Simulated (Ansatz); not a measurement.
LaAlSi:
```
LaAlSi
1.0
   -2.16889     2.16889     7.32756
    2.16889    -2.16889     7.32756
    2.16889     2.16889    -7.32756
La Al Si
2 2 2
Direct
  0.62515   0.12515   0.50000
  0.87515   0.87515   0.00000
  0.45829   0.45829   0.00000
  0.20829   0.70829   0.50000
  0.04156   0.54156   0.50000
  0.29156   0.29156   0.00000
```

Relaxed with r²SCAN. Special points in fractions of this cell's reciprocal vectors: Γ (0.000, 0.000, 0.000); X (0.000, 0.000, 0.500); P (0.250, 0.250, 0.250); N (0.000, 0.500, 0.000); M (0.500, 0.500, -0.500); S (0.272, 0.728, -0.272); S0 (-0.272, 0.272, 0.272); R (-0.044, 0.044, 0.500); G (0.500, 0.500, -0.044).

Question: List the band energies nearest the Fermi level at these points for plane-wave PAW r²SCAN (Ansatz code).

Answer: In eV from the Fermi level; about four levels below and three above (degenerate sets whole), none deeper than 8.9 eV; points with the same levels are listed once.

| k | below | above |
|---|---|---|
| Γ | -1.61 -1.56 -1.56 -0.46 | 0.32 0.80 1.28 |
| X | -2.37 -2.37 -1.26 -1.26 | 1.32 1.32 2.10 2.10 |
| P | -2.38 -2.38 -1.26 -1.26 | 1.25 1.25 2.22 2.22 |
| N | -2.65 -1.54 -0.99 -0.37 | 0.09 0.54 1.15 |
| M | -1.63 -1.63 -1.46 -1.46 | 1.15 1.15 1.58 1.58 |
| S | -2.08 -1.65 -1.48 -0.23 | 0.14 0.71 1.44 |
| R | -2.37 -2.37 -1.27 -1.27 | 1.29 1.29 2.11 2.11 |

Space group I4_1md. The workflow started from a Materials Project entry (that database holds measured and hypothetical structures alike); the Crystallography Open Database copy checked does not list it. With Al and Si taken as one species the cell has the higher symmetry I4_1/amd, so it may be an ordered model of a mixed-site phase. Whether it is the stable phase at ambient conditions was not checked. The cell was relaxed with r²SCAN under the symmetry of its start; whether a distortion lowers the energy is not shown. Scalar-relativistic: spin–orbit coupling is off unless named, which matters more the heavier the elements.

Potentials: the earlier of the program's two PAW sets.
